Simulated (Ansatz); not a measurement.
CrI3:
```cif
data_CrI3
_chemical_formula_sum 'Cr1 I3'
_space_group_name_H-M_alt 'P 1'
_space_group_IT_number 1
_cell_length_a 5.54779
_cell_length_b 5.54779
_cell_length_c 5.54779
_cell_angle_alpha 90.000
_cell_angle_beta 90.000
_cell_angle_gamma 90.000
loop_
_space_group_symop_operation_xyz
  'x, y, z'
loop_
_atom_site_label
_atom_site_type_symbol
_atom_site_fract_x
_atom_site_fract_y
_atom_site_fract_z
_atom_site_occupancy
Cr1 Cr 0.00000 0.00000 0.00000 1
I1 I 0.50000 0.00000 0.00000 1
I2 I 0.00000 0.00000 0.50000 1
I3 I 0.00000 0.50000 0.00000 1
```
Starting moments (μB, in the order of the atoms Cr I I I): 3.5 -0.1 -0.1 -0.1.

This is the PBE-relaxed structure.

Problem. All from the program Ansatz at the PBE level (PAW), unless another level is named. Give the electronic character.

Solution. metallic (no gap).

Problem. And the formation energy from the elements (no fitted shifts)?

Solution. -0.082 eV/atom.

Problem. And the density of states at the Fermi level?

Solution. 1.0 states/eV per atom (mean over ±0.08 eV).

Space group Pm-3m (ReO3 type). The cell is a constructed one: a structure type filled with these elements; neither database checked (COD, Materials Project) lists it. It is not the phase usual at ambient conditions (space group No. 148). The PBE relaxation kept the symmetry of its start; its stability against distortions is not shown here. Magnetic state: ferromagnetic, chosen from 4 collinear starts compared on coarse meshes (ties went to the first, and starts can fall back to one state), not a proven ground state. No Hubbard U is applied. The compound may be a true metal, but semilocal functionals without U, or a wrong spin order, can also close a gap. The references are the lowest solids computed at this level, not always the standard phases. Scalar-relativistic: spin–orbit coupling is off unless named, which matters more the heavier the elements.

Potentials: the later of the program's two PAW sets.
